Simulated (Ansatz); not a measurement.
Question: Each is relaxed and computed with DFT-PBEsol in the program Ansatz with PAW potentials. Which is the only metal?
(A) B4C, R-3m (B on 18h, B on 18h, C on 6c, C on 3b)
(B) SiGe, wurtzite
(C) SiO2, rutile
(D) SiB2Os2, Cmmm (Si on 2a, Os on 4j, B on 4i)

Answer: D, SiB2Os2, Cmmm (Si on 2a, Os on 4j, B on 4i). SiB2Os2: metal; B4C: gap 1.46 eV (indirect); SiO2: gap 5.35 eV (direct); SiGe: gap 0.35 eV (indirect). Typed or built starts, not in the databases checked: SiB2Os2, Cmmm (Si on 2a, Os on 4j, B on 4i). Not the usual ambient phase: SiO2, rutile. Standing as an ambient phase not checked: B4C, R-3m (B on 18h, B on 18h, C on 6c, C on 3b); SiGe, wurtzite. All cells were relaxed under the symmetry of their starts (and spin orders); stability against distortions was not tested throughout. Rows with no word on spin ran without spin polarisation. Scalar-relativistic: spin–orbit coupling is off unless named, which matters more the heavier the elements.

Potentials: the later of the program's two PAW sets.
